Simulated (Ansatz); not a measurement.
## CoSi2: do energies and stresses tell the same story?

Level of theory: DFT PBEsol, scalar-relativistic, plane waves, PAW (Ansatz 0.2.0).

Cutoff 420 eV; k points 14×14×14 on the computed 3-atom cell (Γ-centred); Gaussian smearing, width 0.10 eV; no spin polarisation.

Relaxed cell: Fm-3m, a = 5.312 Å, b = 5.312 Å, c = 5.312 Å, α = 90.00°, β = 90.00°, γ = 90.00°, 3 atoms in the primitive cell.

Energies at zero smearing and pressures from the stress tensor, at volumes with shape and atoms relaxed:
| V (Å³/atom) | E − E(first) (meV/atom) | P (GPa) |
| --- | --- | --- |
| 11.745 | 0.00 | 13.78 |
| 12.119 | -23.26 | 6.32 |
| 12.494 | -30.42 | -0.02 |
| 12.869 | -23.89 | -5.40 |
| 13.244 | -5.77 | -9.95 |

Check P = −dE/dV between neighbouring volumes, and get the bulk modulus from the pressures alone.

With 1 eV/Å³ = 160.2 GPa:
| middle V (Å³/atom) | −ΔE/ΔV (GPa) | mean P (GPa) |
| --- | --- | --- |
| 11.932 | 9.943 | 10.052 |
| 12.307 | 3.058 | 3.150 |
| 12.682 | -2.791 | -2.707 |
| 13.056 | -7.744 | -7.671 |

The two differ by 0.11 GPa at most. The mean of two end pressures misses the average over a step by about ΔV² P″/12, up to 0.10 GPa here; with that taken off 0.01 GPa remains. Around V = 12.494 Å³/atom, the two neighbours give B = −V ΔP/ΔV = 12.494 × 11.72 / 0.750 = 195.3 GPa, against B0 = 194.4 GPa from the Birch–Murnaghan fit of the energies.

A ferromagnetic start lost its moments in a first run, so spin was left out; other magnetic orders weren't tried.